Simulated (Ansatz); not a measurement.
The start is a randomly generated symmetric cell of PbSe (space group No. 69). The cell and all atomic positions are relaxed at zero pressure with PBEsol (plane waves to 420 eV, PAW, scalar-relativistic; Ansatz, a first-principles code). The first steps use a coarse 7×7×7 k-mesh.

Starting cell:
```
PbSe
1.0
    0.00000     3.12795     5.55888
    2.37849     0.00000     5.55888
    2.37849     3.12795     0.00000
Pb Se
1 1
Direct
  0.50000   0.50000   0.50000
  0.00000   0.00000   0.00000
```

Problem. What pressure does the first self-consistent step give?

Solution. +13.4 GPa (positive: the cell is compressed).

Problem. What symmetry does the relaxed structure have?

Solution. The space group goes from Fmmm (No. 69) to Fm-3m (No. 225); the end is rock salt type, with 2 atoms in the primitive cell.

Problem. How much energy is released per atom?

Solution. 1.39 eV/atom.

Problem. How does the volume per atom move from start to end?

Solution. -31.3 %, from 41.36 to 28.39 Å³/atom.

Problem. How do the shortest distances between atoms change?

Solution. The closest pairs of elements (up to four, under 3.6 Å), start → end: Pb–Se 2.38 → 3.05 Å.

Problem. What band gap does the relaxed structure have at this level?

Solution. 0.17 eV, direct at L (no spin-orbit coupling).

Problem. What does it relax into? Give the structure.

Solution. 
Space group Fm-3m (No. 225); a = 6.1016 Å, b = 6.1016 Å, c = 6.1016 Å, α = 90.00°, β = 90.00°, γ = 90.00°

```json
[
 {"atom": "Pb", "site": "4b", "symmetry": "m-3m", "x": "0.5000", "y": "0.5000", "z": "0.5000"},
 {"atom": "Se", "site": "4a", "symmetry": "m-3m", "x": "0.0000", "y": "0.0000", "z": "0.0000"}
]
```
(The calculation used a cell of 2 atoms; values per cell refer to that cell.)

Final values are on a 9×9×9 k-mesh of the relaxed cell. No spin polarisation in the result. Spin-orbit coupling is missing; with elements this heavy it can move band edges by tenths of an eV or more.

The run could not lose the symmetry of its start.

All atoms sit on sites fixed by symmetry, so only the cell could relax.
